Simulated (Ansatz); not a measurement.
TiAu (P-6m2); volume scaled by 1.25.

```yaml
crystal:
  lattice:
    - [3.21708, 0.00000, 0.00000]
    - [-1.60854, 2.78608, 0.00000]
    - [0.00000, 0.00000, 4.90567]
  atoms:
    - { symbol: Ti, position: [0.00000, 0.00000, 0.00000] }
    - { symbol: Au, position: [0.33333, 0.66667, 0.50000] }
```

The reference geometry is a structure from the Materials Project; nothing is relaxed.

Functional, mesh and filling: r²SCAN, 13×13×7 k mesh, Fermi–Dirac smearing of 0.05 eV. PAW means Ansatz 0.2.0 on its default frozen-core files. Site moments are integrated in spheres about the atoms. Start moments (μB): Ti1 1.

The self-consistent cycle went as follows.

```
iteration  Harris–Foulkes energy less the last (meV)  density residual (eV)  M (μB)  ∫|m| (μB)
        1                                 -15641.825                3.9e+02  0.6826     1.0584
        2                                  -1561.887                1.8e+01  0.4019     0.4132
        3                                  -1072.488                6.6e+00  0.6371     0.6415
        4                                   -537.011                5.9e+00  0.9905     1.0097
        5                                    -28.467                6.9e-01  1.0095     1.0231
        6                                     34.643                1.0e-01  1.0658     1.0812
        7                                     11.151                5.8e-02  1.1368     1.1574
        8                                      7.761                9.3e-04  1.1804     1.2096
        9                                      4.791                1.0e-03  1.1992     1.2317
       10                                      2.722                1.2e-03  1.2144     1.2501
       11                                      2.150                5.4e-05  1.2228     1.2596
       12                                      1.382                3.4e-05  1.2302     1.2681
       13                                      0.975                3.2e-05  1.2376     1.2763
       14                                      0.458                2.7e-05  1.2500     1.2899
       15                                      0.107                1.3e-05  1.2670     1.3079
       16                                      0.046                7.7e-06  1.2748     1.3163
       17                                      0.018                1.6e-06  1.2831     1.3250
       18                                      0.013                4.6e-07  1.2841     1.3260
       19                                      0.002                1.3e-07  1.2875     1.3297
       20                                      0.001                3.7e-08  1.2875     1.3298
       21                                      0.000                9.4e-09  1.2883     1.3306
```

Site moments (μB): Ti1 1.03, Au2 -0.01. Cell moment 1.29 μB.

The PAW files were made with PBE; the program remakes their cores once for the run's functional and then keeps them frozen. The Ansatz runs typed with the search for lower states off end where their start leads. Spin–orbit coupling is left out although heavy atoms are present. r²SCAN is known to give itinerant transition metals moments and polarisation energies that are too large. The magnetic state is the one that this cell and start allow. It needn't be the compound's measured order, which may need a larger cell or be absent.
